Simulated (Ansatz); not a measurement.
# TiO2 — Ti-49 NMR of the central transition

Cell: a computed structure from the Materials Project (it need not be an observed phase), atoms as given.

Space group P4_2/mnm (No. 136); a = 4.5998, c = 2.9592 Å.

| site | Wyckoff | site symmetry | x | y | z |
| --- | --- | --- | --- | --- | --- |
| Ti | 2b | m.mm | 0.5000 | 0.5000 | 0.0000 |
| O | 4g | m.2m | 0.6957 | 0.6957 | 0.5000 |

One atom of each set is listed.

Method: Kohn–Sham DFT in Ansatz, PBE, plane waves and PAW, scalar-relativistic, 420 eV cutoff, Γ-centred 7×7×11 k-points, Fermi–Dirac smearing 0.01 eV.

Ti-49 has I = 7/2 and Q = 247.0 mb (Pyykkö 2018); at 23.5 T its Larmor frequency is ν₀ = 56.5 MHz. Only the quadrupole interaction is simulated: positions count from each site's isotropic chemical shift, and J coupling is left out, as are shift anisotropy and dipolar coupling, which fast spinning averages.

**Question.** What does the Ti-49 spectrum (fast magic-angle spinning) show for each site?

**Answer.** 

| site | first shell | C_Q (MHz) | η | P_Q (MHz) | δ_QIS (ppm) | breadth (kHz) |
| --- | --- | --- | --- | --- | --- | --- |
| Ti | 6 O at 1.95–1.98 Å | -12.2 | 0.18 | 12.2 | -119 | 15.2 |

δ_QIS = −(ν_Q²/30ν₀²)[I(I+1) − 3/4](1 + η²/3) × 10⁶ ppm with ν_Q = 3|C_Q|/[2I(2I−1)]; it falls as 1/B₀² in ppm, and the breadth as 1/B₀ in kHz.

The broadest static pattern spans 40 kHz. The table holds for spinning faster than that; slower spinning leaves sidebands.

At this cell the principal stresses reach 5 GPa in size with PBE, which can matter for small gradients.
